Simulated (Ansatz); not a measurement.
ZrC (rock salt)

```cif
data_C4Zr4
_chemical_formula_sum 'C4 Zr4'
_space_group_name_H-M_alt 'Fm-3m'
_space_group_IT_number 225
_space_group_name_Hall '-F 4 2 3'
_cell_length_a 4.66893
_cell_length_b 4.66893
_cell_length_c 4.66893
_cell_angle_alpha 90.000
_cell_angle_beta 90.000
_cell_angle_gamma 90.000
loop_
_atom_site_label
_atom_site_type_symbol
_atom_site_symmetry_multiplicity
_atom_site_Wyckoff_symbol
_atom_site_fract_x
_atom_site_fract_y
_atom_site_fract_z
_atom_site_occupancy
C1 C 4 a 0.00000 0.00000 0.00000 1
Zr1 Zr 4 b 0.50000 0.50000 0.50000 1
```
(The calculation used a cell of 2 atoms; values per cell refer to that cell.)

The relaxed cell is deformed in two ways at once: its volume V is scaled, and at that volume it is stretched along z (the c axis of the conventional cell) so that c/a changes. Fractional atomic positions are held.

All values below come from PBEsol (plane waves to 420 eV, PAW, scalar-relativistic; Ansatz, an electronic-structure program). k mesh 17×17×17 (Γ-centred), Fermi-Dirac smearing 0.05 eV. Compression counts positive. With partly filled bands, the response to shear is sensitive to the k mesh, so small differences along c/a are uncertain. ZrC is run without spin polarisation. ZrC was relaxed with its symmetry unable to fall. 

```tsv
σzz (GPa)	V/V₀ = 0.920	V/V₀ = 0.960	V/V₀ = 1.000	V/V₀ = 1.040	V/V₀ = 1.080
(c/a)/(c/a)₀ = 0.920	?	42.6	27.7	15.2	4.7
(c/a)/(c/a)₀ = 0.960	?	?	11.9	1.6	?
(c/a)/(c/a)₀ = 1.000	23.3	10.5	0.0	-8.5	-15.5
(c/a)/(c/a)₀ = 1.040	10.3	-0.4	-9.1	-16.0	-21.6
(c/a)/(c/a)₀ = 1.080	-0.1	-8.9	-15.9	-21.4	-25.8
```

Task: What belongs in the gaps?

Result: 
- (c/a)/(c/a)₀ = 0.920, V/V₀ = 0.920: 60.3
- (c/a)/(c/a)₀ = 0.960, V/V₀ = 0.920: 39.7
- (c/a)/(c/a)₀ = 0.960, V/V₀ = 0.960: 24.5
- (c/a)/(c/a)₀ = 0.960, V/V₀ = 1.080: -7.0

(A scan under strain: stresses follow from slopes of the energy per volume, elastic moduli from its curvatures.)
